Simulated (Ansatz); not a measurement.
The relaxed structure here is a generated cell of Ru: the first start was made by placing the elements on the sites of a structure type, and the end was not matched to a known phase here, so it may be hypothetical. Known forms of Ru include space group No. 194.

A relaxed cell of Ru (Pm-3m (No. 221)), relaxed on a k-mesh at least as fine as the one used below. These are r2SCAN (plane waves to 500 eV, PAW, scalar-relativistic; Ansatz, a program for electronic structure) values and carry that method's errors. Γ-centred k-mesh 13×13×13 on the run's cell (coarser than for final values), Fermi–Dirac smearing 0.05 eV.

```xyz
2
Lattice="4.9819 0.0000 0.0000 2.4909 2.4909 0.0000 2.4909 0.0000 2.4909" Properties=species:S:1:pos:R:3 pbc="T T T"
Ru     0.0000     0.0000     0.0000
Ru     2.4909     0.0000     0.0000
```

The atoms are displaced along an unstable phonon of this cell by (Å):

```tsv
atom	ux	uy	uz
Ru1	0.000	0.000	-0.150
Ru2	0.000	0.000	0.150
```

Task: What forces (eV/Å) and pressure result?

Result: 
```json
[
 {"atom": "Ru1", "Fx": "0.00", "Fy": "0.00", "Fz": "2.06"},
 {"atom": "Ru2", "Fx": "0.00", "Fy": "0.00", "Fz": "-2.06"}
]
```

Pressure +10.0 GPa.

Task: Estimate the energy cost of the displacement in the harmonic approximation and compare with the calculation.

Result: For a harmonic well ΔE = −½ Σ F·u = 0.309 eV a cell, or 154 meV/atom. The calculated energy relative to the undisplaced cell is +0.08 eV/atom, so anharmonic terms matter at this amplitude.

No spin polarisation in the result.

The run that gave the undisplaced cell could not lose the symmetry of its start: the end is stationary, and may be a saddle point rather than a minimum.
